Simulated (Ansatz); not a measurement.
Input:

BP:
```cif
data_B2P2
_chemical_formula_sum 'B2 P2'
_space_group_name_H-M_alt 'P 1'
_space_group_IT_number 1
_cell_length_a 3.18009
_cell_length_b 3.18009
_cell_length_c 7.87223
_cell_angle_alpha 90.000
_cell_angle_beta 90.000
_cell_angle_gamma 120.000
loop_
_space_group_symop_operation_xyz
  'x, y, z'
loop_
_atom_site_label
_atom_site_type_symbol
_atom_site_fract_x
_atom_site_fract_y
_atom_site_fract_z
_atom_site_occupancy
B1 B 0.33333 0.66667 0.25000 1
P1 P 0.66667 0.33333 0.25000 1
P2 P 0.33333 0.66667 0.75000 1
B2 B 0.66667 0.33333 0.75000 1
```

This is the LDA-relaxed structure.

All from the program Ansatz at the LDA level (PAW), unless another level is named. Estimate the formation energy from the elements (no fitted shifts).

0.048 eV/atom.

Give the band gap.

0.55 eV (indirect).

Predict the smallest direct gap on the standard path.

0.74 eV.

What about the conduction-band minimum?

at M (3 equivalent valleys).

Space group P6_3/mmc. The start of the workflow was typed in or built on a structure type; neither database checked (COD, Materials Project) lists it. It is not the phase usual at ambient conditions (space group No. 216). Symmetry was held in the LDA relaxation; phonons show weakly imaginary modes. A crystal of weakly bound layers computed without a dispersion correction: the cell and the soft elastic constants depend strongly on that. The references are the lowest solids computed at this level, not always the standard phases.

Potentials: the later of the program's two PAW sets.
